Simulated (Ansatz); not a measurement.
With PBEsol in the plane-wave PAW code Ansatz, CuCl in the orthorhombic phase (Pnma; Cu on 4c, Cl on 4c) relaxes to a = 7.227 Å, b = 3.735 Å, c = 5.515 Å. Its formation energy from the elements is -0.33 eV/atom, with no fitted shifts.

The Kohn–Sham gap is 0.64 eV (direct). The valence maximum lies at Γ and the conduction minimum at Γ. The screened hybrid HSE06 puts the gap at 2.29 eV. Electrons at the band edge weigh 0.28, 0.45, 0.45 mₑ (principal values). The hole mass is 0.36, 1.8, 9.5 mₑ (principal values). The magnetic state found is non-magnetic (starting moments vanished).

The elastic constants imply a Debye temperature near 201 K. Without the LO–TO term the highest mode at Γ lies at 7.86 THz.

The start of the workflow was typed in or built on a structure type; neither database checked (COD, Materials Project) lists it. It is not the phase usual at ambient conditions (space group No. 216). Symmetry was held in the PBEsol relaxation; phonons show weakly imaginary modes. The workflow began spin-polarised and lost its moments. The references are the lowest solids computed at this level, not always the standard phases (solids in place of the gases).

Potentials: the later of the program's two PAW sets.
